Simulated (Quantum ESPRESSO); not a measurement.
## GaIn2AlP4 (input and log of a self-consistent run)

Simulated, not a measurement. The program is pw.x of Quantum ESPRESSO 7.5 (plane-wave density functional theory). The cell is made up: 8 atoms on a zincblende/diamond lattice, with randomly drawn elements, strain and displacements, not relaxed. PseudoDojo standard norm-conserving files (v0.5 for PBE, v0.4.1 for LDA and PBEsol) set the functional; there is no spin polarisation, spin-orbit coupling or dispersion term, and the masses in the input are unused placeholders.

Input:

```
&control calculation='scf', pseudo_dir='./dojo.nc.sr.pbe.v0_5.standard.upf', outdir='./o', disk_io='medium', tprnfor=.true., tstress=.true. /
&system ibrav=0, nat=8, ntyp=4, nbnd=37, ecutwfc=101.20763327, nosym=.true., tot_charge=0,
 occupations='smearing', smearing='fd', degauss=0.0018374661
/
&electrons conv_thr=7.350e-09, electron_maxstep=60, /
ATOMIC_SPECIES
Al 1.0 Al.upf
Ga 1.0 Ga.upf
In 1.0 In.upf
P 1.0 P.upf
CELL_PARAMETERS angstrom
5.7637 -0.0 -0.0694
-0.0 5.6757 0.0335
-0.0694 0.0335 5.5552
ATOMIC_POSITIONS angstrom
Ga -0.0579 -0.0236 -0.0293
In -0.0812 2.8318 2.6478
In 2.8101 0.0581 2.69
Al 2.9734 2.8224 -0.1516
P 1.4939 1.3764 1.3774
P 1.3715 4.3538 4.1609
P 4.3194 1.4403 4.1185
P 4.3603 4.2484 1.3571
K_POINTS automatic
6 6 6 1 1 1
```

The log is shortened where brackets say so; the opening notice, blank lines, dates and the lines on written files are dropped, and the path of the files is cut. It prints rydbergs, bohrs and kilobars, and counts compression as positive stress.

```
     Program PWSCF v.7.5
     Parallel version (MPI & OpenMP), running on       1 processor cores
     Number of MPI processes:                 1
     Threads/MPI process:                     1
     [start-up lines left out]
     bravais-lattice index     =            0
     lattice parameter (alat)  =      10.8926  a.u.
     unit-cell volume          =    1226.1294 (a.u.)^3
     number of atoms/cell      =            8
     number of atomic types    =            4
     number of electrons       =        62.00
     number of Kohn-Sham states=           37
     kinetic-energy cutoff     =     101.2076  Ry
     charge density cutoff     =     404.8305  Ry
     scf convergence threshold =      7.3E-09
     mixing beta               =       0.7000
     number of iterations used =            8  plain     mixing
     Exchange-correlation= PBE
                           (   1   4   3   4   0   0   0)
     [axes and pseudopotential details left out]
   Cartesian axes
     site n.     atom                  positions (alat units)
         1        Ga     tau(   1) = (  -0.0100449  -0.0040943  -0.0050832  )
         2        In     tau(   2) = (  -0.0140872   0.4912807   0.4593591  )
         3        In     tau(   3) = (   0.4875161   0.0100796   0.4666803  )
         4        Al     tau(   4) = (   0.5158465   0.4896500  -0.0263006  )
         5        P      tau(   5) = (   0.2591724   0.2387876   0.2389611  )
         6        P      tau(   6) = (   0.2379375   0.7553281   0.7218624  )
         7        P      tau(   7) = (   0.7493601   0.2498734   0.7145066  )
         8        P      tau(   8) = (   0.7564557   0.7370425   0.2354393  )
     number of k points=   108  Fermi-Dirac smearing, width (Ry)=  0.0018
     Number of k-points >= 100: set verbosity='high' to print them.
     Dense  grid:   168593 G-vectors     FFT dimensions: (  72,  72,  72)
     Estimated max dynamical RAM per process >     223.79 MB
     Initial potential from superposition of free atoms
     starting charge      61.9865, renormalised to      62.0000
     Starting wfcs are   47 randomized atomic wfcs
     total cpu time spent up to now is       51.1 secs
     per-process dynamical memory:   135.7 Mb
     Self-consistent Calculation
     iteration #  1     ecut=   101.21 Ry     beta= 0.70
     Davidson diagonalization with overlap
     ethr =  1.00E-02,  avg # of iterations =  4.1
     Threshold (ethr) on eigenvalues was too large:
     Diagonalizing with lowered threshold
     Davidson diagonalization with overlap
     ethr =  6.11E-04,  avg # of iterations =  2.0
     total cpu time spent up to now is      310.8 secs
     total energy              =    -478.80402813 Ry
     estimated scf accuracy    <       0.38956590 Ry
     iteration #  2     ecut=   101.21 Ry     beta= 0.70
     Davidson diagonalization with overlap
     ethr =  6.28E-04,  avg # of iterations =  2.1
     total cpu time spent up to now is      469.6 secs
     total energy              =    -478.90662490 Ry
     estimated scf accuracy    <       0.08611977 Ry
     iteration #  3     ecut=   101.21 Ry     beta= 0.70
     Davidson diagonalization with overlap
     ethr =  1.39E-04,  avg # of iterations =  2.6
     total cpu time spent up to now is      629.3 secs
     total energy              =    -478.92138334 Ry
     estimated scf accuracy    <       0.00332573 Ry
     iteration #  4     ecut=   101.21 Ry     beta= 0.70
     Davidson diagonalization with overlap
     c_bands:  1 eigenvalues not converged
     c_bands:  1 eigenvalues not converged
     c_bands:  1 eigenvalues not converged
     ethr =  5.36E-06,  avg # of iterations = 11.6
     total cpu time spent up to now is      894.0 secs
     total energy              =    -478.92219585 Ry
     estimated scf accuracy    <       0.00219659 Ry
     iteration #  5     ecut=   101.21 Ry     beta= 0.70
     Davidson diagonalization with overlap
     ethr =  3.54E-06,  avg # of iterations =  2.6
     total cpu time spent up to now is     1085.8 secs
     total energy              =    -478.92254375 Ry
     estimated scf accuracy    <       0.00018074 Ry
     iteration #  6     ecut=   101.21 Ry     beta= 0.70
     Davidson diagonalization with overlap
     ethr =  2.92E-07,  avg # of iterations =  3.2
     total cpu time spent up to now is     1255.2 secs
     total energy              =    -478.92258063 Ry
     estimated scf accuracy    <       0.00001296 Ry
     iteration #  7     ecut=   101.21 Ry     beta= 0.70
     Davidson diagonalization with overlap
     ethr =  2.09E-08,  avg # of iterations =  4.7
     total cpu time spent up to now is     1399.5 secs
     total energy              =    -478.92258657 Ry
     estimated scf accuracy    <       0.00000207 Ry
     iteration #  8     ecut=   101.21 Ry     beta= 0.70
     Davidson diagonalization with overlap
     ethr =  3.34E-09,  avg # of iterations =  2.5
     total cpu time spent up to now is     1507.7 secs
     total energy              =    -478.92258708 Ry
     estimated scf accuracy    <       0.00000008 Ry
     iteration #  9     ecut=   101.21 Ry     beta= 0.70
     Davidson diagonalization with overlap
     ethr =  1.32E-10,  avg # of iterations =  5.0
     total cpu time spent up to now is     1621.5 secs
     total energy              =    -478.92258714 Ry
     estimated scf accuracy    <       0.00000005 Ry
     iteration # 10     ecut=   101.21 Ry     beta= 0.70
     Davidson diagonalization with overlap
     ethr =  8.49E-11,  avg # of iterations =  2.0
     total cpu time spent up to now is     1736.7 secs
     End of self-consistent calculation
     [lines on levels left out]
!    total energy              =    -478.92258715 Ry
     estimated scf accuracy    <          2.4E-09 Ry
     smearing contrib. (-TS)   =      -0.00000000 Ry
     internal energy E=F+TS    =    -478.92258715 Ry
     The total energy is F=E-TS. E is the sum of the following terms:
     one-electron contribution =    -202.35769223 Ry
     hartree contribution      =     142.13329608 Ry
     xc contribution           =    -140.78977204 Ry
     ewald contribution        =    -277.90841897 Ry
     convergence has been achieved in  10 iterations
     Forces acting on atoms (cartesian axes, Ry/au):
     atom    1 type  2   force =     0.03188241   -0.00094846    0.01345903
     atom    2 type  3   force =     0.07313007   -0.03393669    0.05859446
     atom    3 type  3   force =     0.05660826   -0.05539924    0.04439256
     atom    4 type  1   force =    -0.02766912    0.01372734    0.02844700
     atom    5 type  4   force =    -0.05129198    0.06618505   -0.12200740
     atom    6 type  4   force =    -0.00546125   -0.03942273    0.04123942
     atom    7 type  4   force =    -0.00741788    0.00255571    0.03035274
     atom    8 type  4   force =    -0.06978052    0.04723902   -0.09447779
     Total force =     0.251656     Total SCF correction =     0.000202
     Computing stress (Cartesian axis) and pressure
          total   stress  (Ry/bohr**3)                   (kbar)     P=       45.85
   0.00024425  -0.00022507   0.00020881           35.93      -33.11       30.72
  -0.00022507   0.00032661  -0.00027571          -33.11       48.05      -40.56
   0.00020881  -0.00027571   0.00036428           30.72      -40.56       53.59
     init_run     :     46.88s CPU     51.00s WALL (       1 calls)
     electrons    :   1584.24s CPU   1685.57s WALL (       1 calls)
     forces       :     20.10s CPU     20.39s WALL (       1 calls)
     stress       :     73.96s CPU     77.37s WALL (       1 calls)
     [timing details left out]
     PWSCF        :  28m45.81s CPU  30m36.72s WALL
     JOB DONE.
```

In other units: free energy -6516.074 eV for the cell, pressure 4.59 GPa, largest force component 3.137 eV/Å. This run is the check on a run of the same cell at 1088 eV and a 4 x 4 x 4 mesh: rerunning at 1377 eV and a 6 x 6 x 6 mesh moved values by no more than 0.008 eV in energy, 0.02 GPa in stress and 0.002 eV/Å in force.